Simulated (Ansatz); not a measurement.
La (dhcp type, space group P6_3/mmc)

```yaml
crystal:
  lattice:
    - [3.78558, 0.00000, 0.00000]
    - [-1.89279, 3.27841, 0.00000]
    - [0.00000, 0.00000, 12.03275]
  atoms:
    - { symbol: La, position: [0.00000, 0.00000, 0.00000] }
    - { symbol: La, position: [0.00000, 0.00000, 0.50000] }
    - { symbol: La, position: [0.33333, 0.66667, 0.25000] }
    - { symbol: La, position: [0.66667, 0.33333, 0.75000] }
```

The slice is a (0001) plane (indices of the conventional cell) through the point (0.333, 0.667, 0.250) (fractional), spanned by u = [110] and v = [1 -1 0] in vectors of this cell: u (3.79 Å) and v (6.56 Å, at 90° to u). It covers one period; positions are fractions (u, v).

Level of theory: r2SCAN (plane waves to 500 eV, PAW, scalar-relativistic; Ansatz, a quantum-chemistry and plane-wave program). k mesh 14×14×4. Inside the PAW spheres the values are not all-electron values, and peaks at nuclei hang on which shells count as valence. La is run without spin polarisation. La was relaxed with its symmetry unable to fall.

**Question.** What is the ELF at the midpoint of the shortest La–La line in this plane (3.79 Å)?

**Answer.** 0.13.

**Question.** What is the valence density on the shortest La–La line in this plane (3.79 Å), at its midpoint?

**Answer.** 0.09 e/Å³.

**Question.** Sketch the electrostatic potential energy of an electron, from the cell's mean on this plane as a map.

**Answer.** 
```
|xxxxx0367630xxxx|
|xxxx004787400xxx|
|xxxx026888620xxx|
|xx0015789875100x|
|0002568999865200|
|3446778888877644|
|7777777767777777|
|9988754333457889|
|9987520000025789|
|9985100xxx001589|
|98620xxxxxxx0268|
|87500xxxxxxx0057|
|8740xxxxxxxxx047|
|7630xxxxxxxxx036|
|7630xxxxxxxxx036|
|87400xxxxxxx0047|
|88620xxxxxxx0268|
|9875100xxx001578|
|9986520000025689|
|8887764434467788|
|6777777777777777|
|3345788999887543|
|0002578999875200|
|xx0015899985100x|
|xxxx026898620xxx|
|xxxx005787500xxx|
|xxxxx0478740xxxx|
|xxxxx0367630xxxx|
```
Scale: ten equal steps from -1.00 (start of '0') to 7.90 (end of '9'), in the order '0123456789'. Values: electrostatic potential energy of an electron, from the cell's mean, in eV. The map has 16 points along u (one character each, u = 0 at the left) and 28 along v (v = 0 in the bottom row). Points within 1 Å of a nucleus are blanked (x), as the pseudised field means little there. Values under -1 eV are set to -1. The zero, the cell's mean, hangs on the PAW cores.
